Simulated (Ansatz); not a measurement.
**K$_{2}$MnS$_{2}$, several self-consistent solutions**

```xyz
10
Lattice="-3.4660 6.3180 3.0895 3.4660 -6.3180 3.0895 3.4660 6.3180 -3.0895" Properties=species:S:1:pos:R:3 pbc="T T T"
K     2.3915    1.8676    0.0000
K     1.0745    4.4504    3.0895
K     2.3915   -1.8676    3.0895
K     1.0745    8.1856    0.0000
Mn    0.0000    0.0000    1.5448
Mn    0.0000    0.0000    4.6342
S    -2.1122    5.0102    3.0895
S     5.5782    1.3078    0.0000
S     1.3538    1.3078    3.0895
S     2.1122    5.0102    0.0000
```

Method: r2SCAN in Ansatz 0.2.0, PAW datasets, plane waves to 500 eV, 5×5×5 Γ-centred mesh, fermi-dirac occupations of width 0.050 eV. The atoms are fixed and numbered as listed; spin is collinear, without spin-orbit coupling.

Different starts of the self-consistent cycle ended in different solutions. Their moments in μB:

```tsv
state	Mn5	Mn6	other atoms together	size of the net moment a cell
A	4.11	-4.11	0.00	0.00
B	0.00	0.00	0.00	0.00
C	4.20	4.20	0.40	10.00
```

Site moments are taken in small spheres that don't touch (radius about 0.4 of the atom's shortest bond), so those of the magnetic atoms read low, and they needn't add up to the net moment. State B was run without spin polarisation.

**Question.** What is the order in energy at zero smearing?

**Answer.** State A (antiparallel, compensated) is lowest; C (parallel moments) lies 40 meV above it, B (without moments) lies 734 meV above it, all counted an atom of the cell.

**Question.** Which states have a gap on the mesh, and what pressure does each exert on this cell?

**Answer.** A: gap 2.83 eV, -0.6 GPa; B: no gap, -6.1 GPa; C: gap 1.87 eV, 0.3 GPa (positive in compression). Moments take up room: without them the pressure is lower, so that state wants a smaller cell.

**Question.** What do states C and A say about the exchange?

**Answer.** Between C and A the moments keep their size (4.20 against 4.11 μB in the mean), so the difference mostly measures the exchange between the flipped sites: the antiparallel order gains 198 meV for each Mn atom. The nearest flipped pair stands 3.09 Å apart. Flipped pairs are linked through S; the widest Mn–S–Mn angle among the nearer links is 79°, at 3.09 Å between the metal atoms.

**Question.** What does magnetism gain here?

**Answer.** 734 meV an atom of the cell, or 3669 meV for each Mn atom, against state B, which has none. A run without spin would miss this and give wrong energies and forces. That state isn't the paramagnet, which keeps its moments, so this is no ordering energy.

The cell is that of a Crystallography Open Database entry, unchanged.

Caveats: only orders that fit this cell and collinear spins were tried, so the true order may need a larger cell or canted moments; atoms and cell are not relaxed, and each state would relax in its own way; semilocal functionals without U often misplace the states of 3d oxides, halides and chalcogenides; the k mesh is coarse, so differences of a few meV are uncertain where a state is a metal; one start a pattern, so a lower state of the same pattern may exist.
